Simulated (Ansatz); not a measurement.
# SrGaH₅: ⁶⁹Ga NMR of the central transition

Cell: a computed structure from the Materials Project (it need not be an observed phase).

```cif
data_SrGaH5
_symmetry_space_group_name_H-M 'Pnma'
_symmetry_Int_Tables_number 62
_cell_length_a 8.7062
_cell_length_b 4.7235
_cell_length_c 8.8682
_cell_angle_alpha 90.000
_cell_angle_beta 90.000
_cell_angle_gamma 90.000
loop_
_atom_site_label
_atom_site_type_symbol
_atom_site_symmetry_multiplicity
_atom_site_Wyckoff_symbol
_atom_site_fract_x
_atom_site_fract_y
_atom_site_fract_z
Sr Sr 4 c 0.4938 0.7500 0.6817
Ga Ga 4 c 0.3335 0.7500 0.0846
H9 H 8 d 0.7738 0.0249 0.3292
H13 H 4 c 0.5164 0.7500 0.0980
H17 H 4 c 0.4815 0.7500 0.4127
H25 H 4 c 0.2827 0.7500 0.9111
```

One atom of each set is listed.

All values are calculated (Ansatz; DFT, PBE, plane waves and PAW, scalar-relativistic, 420 eV cutoff, Γ-centred 4×6×3 k-points, Fermi–Dirac smearing 0.02 eV), not measured.

⁶⁹Ga has I = 3/2 and Q = 171.0 mb (Pyykkö 2018); at 9.4 T its Larmor frequency is ν₀ = 96.3 MHz. Only the quadrupole interaction is simulated: positions count from each site's isotropic chemical shift, and shift anisotropy, dipolar and J coupling are left out.

Simulated pattern of one Ga site (static powder, Gaussian broadening 1 kHz):

```
offset (kHz)  height
      -26.52       0
      -24.69      20
      -22.87      62
      -21.05      76
      -19.23     100
      -17.41      71
      -15.59      58
      -13.77      51
      -11.94      47
      -10.12      45
       -8.30      43
       -6.48      42
       -4.66      41
       -2.84      41
       -1.02      41
        0.80      33
        2.63      34
        4.45      36
        6.27      41
        8.09      48
        9.91      68
       11.73      92
       13.55      23
       15.37       0
```

Problem. Which |C_Q| and η does the pattern imply?

Solution. The pattern spans 37.7 kHz before broadening and its centre of gravity is at -6.59 kHz, which fixes P_Q; the places of the horns and steps fix η. That gives P_Q = 5.04 MHz, |C_Q| = 5.03 MHz and η = 0.12. The sign of C_Q can't be read from the pattern.
